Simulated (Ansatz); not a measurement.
Relaxed-ion elastic tensor of SiC in space group P6_3mc (No. 186; Pearson symbol hP16) in GPa (Voigt order), r²SCAN in the plane-wave PAW code Ansatz; density 3.22 g/cm³, 10.33 Å³ per atom.

```json
[
 {"": "1", "1": "522", "2": "111", "3": "52.0", "4": "0.0", "5": "0.0", "6": "0.0"},
 {"": "2", "1": "111", "2": "522", "3": "52.0", "4": "0.0", "5": "0.0", "6": "0.0"},
 {"": "3", "1": "52.0", "2": "52.0", "3": "575", "4": "0.0", "5": "0.0", "6": "0.0"},
 {"": "4", "1": "0.0", "2": "0.0", "3": "0.0", "4": "176", "5": "0.0", "6": "0.0"},
 {"": "5", "1": "0.0", "2": "0.0", "3": "0.0", "4": "0.0", "5": "176", "6": "0.0"},
 {"": "6", "1": "0.0", "2": "0.0", "3": "0.0", "4": "0.0", "5": "0.0", "6": "205"}
]
```

Is the crystal mechanically stable?

Yes: the smallest eigenvalue of C is 176 GPa.

Work out the Voigt, Reuss and Hill averages.

K_V = 228, K_R = 228, K_H = 228; G_V = 205, G_R = 201, G_H = 203 GPa.

Give Young's modulus, Poisson's ratio, Pugh's ratio and the universal anisotropy index.

E = 9KG/(3K + G) = 469 GPa; ν = 0.16; K/G = 1.12 (brittle by the Pugh limit of 1.75); A_U = 5G_V/G_R + K_V/K_R − 6 = 0.11.

Estimate the sound speeds and the Debye temperature.

v_l = √((K + 4G/3)/ρ) = 12400 m/s, v_t = √(G/ρ) = 7930 m/s, mean 8720 m/s; Θ = (h/k)(3n/4πV)^(1/3) v_m = 1190 K.

Solve the Christoffel equation for the three sound speeds along x, y, z.

Eigenvalues of C_ijkl n_j n_l equal ρv² (piezoelectric stiffening left out). In km/s, slowest first: x 7.39, 7.99, 12.72; y 7.39, 7.99, 12.72; z 7.39, 7.39, 13.36.

How much does each axis shrink under pressure?

Linear compressibilities β_i = Σ_j S_ij (j = 1 to 3): x 1.5, y 1.5, z 1.5 per TPa.

The workflow started from an entry of the Crystallography Open Database (COD). Its sites differ from those of the usual phase in this space group: another stacking or structure type. Symmetry was held in the r²SCAN relaxation; of distortions, only those at the zone centre were tested.

Potentials: the later of the program's two PAW sets.
